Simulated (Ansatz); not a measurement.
LuTl2ClO4, a known structure type with other elements, at an estimated volume

```xyz
8
Lattice="3.7709 0.0000 0.0000 0.0000 3.7709 0.0000 0.0000 0.0000 8.7349" Properties=species:S:1:pos:R:3 pbc="T T T"
Cl    0.0000    0.0000    4.3674
Lu    0.0000    0.0000    0.0000
O     1.8855    0.0000    7.4072
O     0.0000    1.8855    7.4072
O     1.8855    0.0000    1.3277
O     0.0000    1.8855    1.3277
Tl    1.8855    1.8855    6.2830
Tl    1.8855    1.8855    2.4519
```

Method: r2SCAN, no spin polarisation; PAW, plane waves to 500 eV, 9×9×4 Γ-centred mesh, fermi-dirac occupations (width 0.0261 eV) (Ansatz 0.2.0), atoms fixed.

Problem. What do density and ELF say about some of the short contacts?

Solution. O–Tl at 2.20 Å: least valence density 0.55 e/Å³ and ELF 0.19 there. Lu–O at 2.31 Å: least valence density 0.39 e/Å³ and ELF 0.13 there. Cl–Tl at 3.28 Å: least valence density 0.10 e/Å³ and ELF 0.08 there. These are pseudo-fields; inside the PAW spheres they differ from the all-electron ones.

Problem. Is it stable against the elements?

Solution. -1.49 eV an atom against the elements' usual phases (free molecules for gases, crystals otherwise, with no correction for O₂ or N₂), so it is bound against them; other compounds may still compete. Relaxing would lower it.

Problem. Which element gives electrons and which takes them?

Solution. Bader charges in e: Lu +2.27, Tl +1.48, Cl -0.64, O -1.15. In the mean Lu gives up most and O takes most.

Problem. Is the cell too large or too small?

Solution. The pressure is 3.5 GPa (compression positive), so with the atoms held at these fractions the cell would first expand. The principal stresses -2.3, 6.5, 6.5 GPa differ, so its shape would change too.

Problem. What happens at the Fermi level?

Solution. It is a metal, with about 2.9 states/eV a cell as the mean within 0.25 eV of the Fermi level, mostly O p (78 %).

Problem. Where is the largest force?

Solution. The largest is on Tl7 (and as large on other atoms): 0.59 eV/Å, components (0.00, 0.00, 0.59). It makes 59° with the line to a nearest neighbour, O3 at 2.20 Å.

Origin: a known structure type with other elements, at an estimated volume, so it need not be a known compound. Caveats: many states at the Fermi level without spin polarisation, so a magnetic state may lie lower.
